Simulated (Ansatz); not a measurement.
Suppose Ca2SnF6 takes space group Fm-3m (No. 225), with Ca on 8c; Sn on 4a; F on 24e. The cell of Ca2SnF6 is invented: ordered vacancies on the cation sites of perovskite (occupants of the shared sites, in ratio, Sn: 1, vacant: 1).

Level of theory: Ansatz, DFT PBE, scalar-relativistic, plane waves, PAW. Cutoff 420 eV, Γ-centred mesh, Gaussian smearing, no spin polarisation.

Formation energies are uncorrected and refer to the elements' standard structures at the same level (F₂ as a molecule). The references include grey tin.

**Question.** Which cell and coordinates does it relax to?

**Answer.**

Space group Fm-3m (No. 225). a = 8.270 Å, b = 8.270 Å, c = 8.270 Å, α = 90.00°, β = 90.00°, γ = 90.00°
| atom | site | symmetry | x | y | z |
| --- | --- | --- | --- | --- | --- |
| Ca | 8c | -43m | 0.2500 | 0.7500 | 0.7500 |
| Sn | 4a | m-3m | 0.0000 | 0.0000 | 0.0000 |
| F | 24e | 4m.m | 0.2673 | 0.0000 | 0.0000 |

Ca is surrounded by 12 F at 2.93 Å; around Sn lie 6 F at 2.21 Å; F has 1 Sn at 2.21 Å, 4 F at 2.72 Å and 4 Ca at 2.93 Å. Another local minimum with the same sites may exist.

**Question.** And its energy and gap?

**Answer.** The energy over the elements is −2.636 eV/atom. The gap on the 6×6×6 mesh of the 9-atom cell is 1.40 eV. Whether it is stable depends on the other phases of the system, which aren't compared here.

The last run used Gaussian smearing of 0.02 eV. Kohn–Sham gaps at this level usually fall short of measured ones. A structure relaxed within its symmetry needn't be a true minimum.
